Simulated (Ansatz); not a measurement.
Relaxed AlN (wurtzite):

```yaml
crystal:
  lattice:
    - [3.13030, 0.00000, 0.00000]
    - [-1.56515, 2.71092, 0.00000]
    - [0.00000, 0.00000, 5.01801]
  atoms:
    - { symbol: Al, position: [0.66667, 0.33333, 0.00337] }
    - { symbol: Al, position: [0.33333, 0.66667, 0.50337] }
    - { symbol: N, position: [0.66667, 0.33333, 0.62183] }
    - { symbol: N, position: [0.33333, 0.66667, 0.12183] }
```

The numbers are results of PBE (plane waves to 420 eV, PAW, scalar-relativistic; Ansatz, a program for electronic structure), not measurements. k mesh 10×10×6 (Γ-centred), Fermi-Dirac smearing 0.05 eV. AlN was relaxed with its symmetry unable to fall.

One atom of the cell was then moved (with its periodic images), all else fixed, and the forces (eV/Å) came out as:

```tsv
atom	Fx	Fy	Fz
Al1	0.486	-0.035	-0.020
Al2	0.057	0.000	-0.003
N3	0.026	-0.001	0.001
N4	-0.568	0.036	0.023
```

Task: Which atom was moved, and by which vector (Å)?

Result: N4, by (0.04, 0.00, 0.00), 0.04 Å in all.

(A displaced cell: forces are minus the slopes of the energy, force constants its curvatures, and phonons follow from these.)
